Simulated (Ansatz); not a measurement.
Consider the following.

CdS:
```
CELL_PARAMETERS angstrom
      4.19676     0.00000     0.00000
     -2.09838     3.63450     0.00000
      0.00000     0.00000     6.82931
ATOMIC_POSITIONS crystal
  Cd 0.66667 0.33333 0.50022
  Cd 0.33333 0.66667 0.00022
  S  0.66667 0.33333 0.87678
  S  0.33333 0.66667 0.37678
```

This is the PBE-relaxed structure.

Task: All from PBE in the plane-wave PAW code Ansatz, unless another level is named. Estimate the electron effective mass.

Result: 0.12, 0.13, 0.13 mₑ (principal values).

Task: Give the gap with spin–orbit coupling.

Result: 1.09 eV.

Task: Next, the hole effective mass with spin–orbit coupling?

Result: 0.26, 0.26, 1.8 mₑ (principal values).

Task: Give the valence-band maximum.

Result: at Γ.

Space group P6_3mc (wurtzite). The cell was relaxed with PBE under the symmetry of its start. Spin–orbit coupling is left out wherever it is not named.

Potentials: the earlier of the program's two PAW sets.
